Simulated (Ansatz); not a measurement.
InP in space group P6_422 (No. 181; In on 3c, P on 3d), PBE in the plane-wave PAW code Ansatz, all energies at zero smearing, with the estimated change up to a 700 eV cutoff added, with one set of potentials and settings (totals compare only within such a set). Cell of 6 atoms (3 In, 3 P): -19061.186 eV.

```tsv
element	reference phase	E (eV/atom)
In	I4/mmm, 1 atoms in the cell	-5597.9156
P	Cmce, 4 atoms in the cell	-755.6733
```

Formation energy per atom, worked out: (-19061.186 − 3×(-5597.9156) − 3×(-755.6733))/6 = -0.070 eV/atom (-7 kJ per mol of atoms), at 0 K, without zero-point energy or fitted corrections.

The start of the workflow was typed in or built on a structure type; neither database checked (COD, Materials Project) lists it. It is not the phase usual at ambient conditions (space group No. 216). The PBE relaxation kept the symmetry of its start; its stability against distortions is not shown here. The references are the lowest solids computed at this level, not always the standard phases.

Potentials: the earlier of the program's two PAW sets.
